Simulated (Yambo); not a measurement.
## BP: sweep of GW parameters

G0W0@PBEsol for BP (wurtzite, space group P6_3mc, No. 186) in Yambo. Reference settings: 6×6×4 Γ-centred k mesh, 84 bands and a 8 Ry block in the screening, 84 bands in G with the Bruneval-Gonze terminator, plasmon pole fitted at 27.2 eV. The PBEsol gap Γ → K on this mesh is 0.83 eV; G0W0 gaps are taken between the same points.

| change from the reference | G0W0 gap Γ → K (eV) | shift of the valence edge (eV) | rough Yambo cost |
|---|---|---|---|
| reference settings | 1.63 | -0.55 | 1 |
| 1 Ry block | 1.38 | 0.28 | within a factor of two |
| pole fitted at 15 eV | 1.62 | -0.46 | – |
| no random integration | 1.61 | -0.40 | – |
| 3×3×2 mesh | 1.61 | -0.51 | about 1/20 |
| 29 bands in G, no terminator | 1.45 | 0.24 | – |
| no terminator | 1.58 | -0.39 | – |

The reference isn't shown to be the converged limit. Costs are rough (shared machines), scaled to the same edge states, and given only for runs that recompute the screening.

Geometry relaxed with PBEsol; primitive cell a = 3.180 Å, b = 3.180 Å, c = 5.274 Å, α = 90.00°, β = 90.00°, γ = 120.00°.

This is not the ordinary phase of the substance; no match was found in the copy of COD used, and its stability was not checked.

A shift is the quasiparticle energy of the state minus its PBEsol energy.
